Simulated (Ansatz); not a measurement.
RuC in space group R-3m (No. 166; Ru on 6c, C on 6c), PBEsol (plane waves, PAW; program Ansatz), all energies at zero smearing, with the estimated change up to a 700 eV cutoff added, with one set of potentials and settings (totals compare only within such a set). Cell of 4 atoms (2 Ru, 2 C): -12125.180 eV.

```tsv
element	reference phase	E (eV/atom)
Ru	P6_3/mmc, 2 atoms in the cell	-5816.5026
C	P6_3/mmc, 4 atoms in the cell	-246.6950
```

Formation energy per atom, worked out: (-12125.180 − 2×(-5816.5026) − 2×(-246.6950))/4 = 0.304 eV/atom (29 kJ per mol of atoms), at 0 K, without zero-point energy or fitted corrections.

The workflow started from a Materials Project entry (that database holds measured and hypothetical structures alike); the Crystallography Open Database copy checked does not list it. Whether it is the stable phase at ambient conditions was not checked. The cell was relaxed with PBEsol under the symmetry of its start; whether a distortion lowers the energy is not shown. No spin polarisation was allowed. Its formation energy is positive at this level, so the cell may be metastable or incomplete. The references are the lowest solids computed at this level, not always the standard phases.

Potentials: the later of the program's two PAW sets.
